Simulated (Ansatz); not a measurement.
Data:

TaNiGe:
```cif
data_Ge4Ni4Ta4
_chemical_formula_sum 'Ta4 Ni4 Ge4'
_space_group_name_H-M_alt 'P 1'
_space_group_IT_number 1
_cell_length_a 6.26284
_cell_length_b 3.74264
_cell_length_c 7.15429
_cell_angle_alpha 90.000
_cell_angle_beta 90.000
_cell_angle_gamma 90.000
loop_
_space_group_symop_operation_xyz
  'x, y, z'
loop_
_atom_site_label
_atom_site_type_symbol
_atom_site_fract_x
_atom_site_fract_y
_atom_site_fract_z
_atom_site_occupancy
Ta1 Ta 0.51435 0.25000 0.32393 1
Ta2 Ta 0.48565 0.75000 0.67607 1
Ta3 Ta 0.98565 0.75000 0.82393 1
Ta4 Ta 0.01435 0.25000 0.17607 1
Ni1 Ni 0.83583 0.75000 0.42578 1
Ni2 Ni 0.16417 0.25000 0.57422 1
Ni3 Ni 0.66417 0.25000 0.92578 1
Ni4 Ni 0.33583 0.75000 0.07422 1
Ge1 Ge 0.71374 0.75000 0.11319 1
Ge2 Ge 0.28626 0.25000 0.88681 1
Ge3 Ge 0.78626 0.25000 0.61319 1
Ge4 Ge 0.21374 0.75000 0.38681 1
```

This is the r²SCAN-relaxed structure.

Question: All from r²SCAN (plane waves, PAW; program Ansatz), unless another level is named. Predict the electronic character.

Answer: metallic (no gap).

Question: And the formation energy from the elements (no fitted shifts)?

Answer: -0.45 eV/atom.

Question: And the density of states at the Fermi level?

Answer: 0.44 states/eV per atom (mean over ±0.08 eV).

Space group Pnma. The workflow started from a Materials Project entry (that database holds measured and hypothetical structures alike); the Crystallography Open Database copy checked does not list it. Its standing as an ambient phase is unchecked. The r²SCAN relaxation kept the symmetry of its start; its stability against distortions is not shown here. The run is not spin-polarised. The references are the lowest solids computed at this level, not always the standard phases. Spin–orbit coupling is left out wherever it is not named.

Potentials: the later of the program's two PAW sets.
